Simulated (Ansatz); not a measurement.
ZnO:
```xyz
4
Lattice="3.2794 0.0000 0.0000 -1.6397 2.8400 0.0000 0.0000 0.0000 5.2937" Properties=species:S:1:pos:R:3 pbc="T T T"
Zn     1.6397     0.9467     0.0113
Zn     0.0000     1.8933     2.6581
O      1.6397     0.9467     3.2983
O      0.0000     1.8933     0.6515
```

x, y and z are the axes in which the lattice vectors are written.

Problem. Give the high-frequency dielectric tensor and the Born effective charge tensors of the independent atoms from DFPT, PBE in the plane-wave PAW code Ansatz.

Solution. 
ε∞:
```
5.21  0.00  0.00
0.00  5.21  0.00
0.00  0.00  5.28
```
Z* of atom 1 (Zn), rows: field, columns: displacement, in e:
```
2.13  0.00  0.00
0.00  2.13  0.00
0.00  0.00  2.19
```
Z* of atom 3 (O), rows: field, columns: displacement, in e:
```
-2.13   0.00   0.00
 0.00  -2.13   0.00
 0.00   0.00  -2.19
```

Static charges for comparison (Bader): Zn1 +1.21, O3 -1.21 e. Born charges measure polarisation by displacement and can exceed these by far.

Space group P6_3mc (wurtzite). The PBE relaxation kept the symmetry of its start; phonons on a q-mesh show no instability.

Potentials: the later of the program's two PAW sets.
